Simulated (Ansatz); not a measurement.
InAg₃ (Cu3Au type, Pm-3m) under volume change, PBEsol in the plane-wave PAW code Ansatz, scaled uniformly.

```
V (Å³/atom)  E − E(relaxed) (meV/atom)  P (GPa)
-----------  -------------------------  -------
16.121                            58.4    13.02
16.652                            24.1     7.80
17.183                             5.6     3.50
17.715                             0.0     0.00
18.246                             4.8    -2.81
18.778                            18.0    -5.07
19.309                            38.0    -6.91
```

Question: What does a third-order Birch–Murnaghan fit give for V₀, B₀ and B′?

Answer: V₀ = 17.72 Å³/atom, B₀ = 104 GPa, B′ = 6.0.

The workflow started from an entry of the Crystallography Open Database (COD). Its standing as an ambient phase is unchecked. Symmetry was held in the PBEsol relaxation; of distortions, only those at the zone centre were tested. No spin polarisation was allowed.

Potentials: the later of the program's two PAW sets.
